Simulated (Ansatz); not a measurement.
In2O3:
```
In2O3
1.0
    3.42038     0.00000     0.00000
   -1.71019     2.96213     0.00000
    0.00000     0.00000     6.09431
In O
2 3
Direct
  0.33333   0.66667   0.23718
  0.66667   0.33333   0.76282
  0.00000   0.00000   0.00000
  0.33333   0.66667   0.65418
  0.66667   0.33333   0.34582
```

This is the r²SCAN-relaxed structure. x, y and z are the axes in which the lattice vectors are written.

**Question.** All from the program Ansatz at the r²SCAN level (PAW), unless another level is named. Estimate the weight of the conduction-edge state by species (Voronoi cells).

**Answer.** O 54 %, In 46 %.

**Question.** What about the weight of the valence-edge state by species (Voronoi cells)?

**Answer.** O 96 %, In 4 %.

**Question.** Next, the valence-band maximum?

**Answer.** off the standard path, at k = (0.000, 0.247, -0.211).

Space group P-3m1 (La2O3 or Ni2Al3 type). The cell is a constructed one: a structure type filled with these elements; neither database checked (COD, Materials Project) lists it. It is not the phase usual at ambient conditions (space group No. 206). The r²SCAN relaxation kept the symmetry of its start. At this level the phase is mechanically unstable. Spin–orbit coupling is left out wherever it is not named.

Potentials: the later of the program's two PAW sets.
